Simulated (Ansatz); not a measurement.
Crystals of one structure type (zinc blende) and one family of elements, relaxed and computed with the program Ansatz at the PBE level (PAW).

```tsv
crystal	V (Å³/atom)	highest Γ mode, no LO–TO term (cm⁻¹)
BN	5.95	1026
BP	11.76	800
GaP	20.86	?
AlP	20.88	427
AlAs	23.50	346
GaAs	23.70	252
InP	26.45	284
```

Q: Fit a straight line to ln ω against ln V and predict the withheld value.

A: Least squares on the 6 shown rows: ln ω = -0.93 × ln V + (8.734), with a scatter of 17 %. For GaP this gives 368. The run itself gave 345, within the scatter.

All cells were relaxed under the symmetry of their starts (and spin orders); stability against distortions was not tested throughout. Spin–orbit coupling is left out wherever it is not named.

Potentials: the later of the program's two PAW sets.
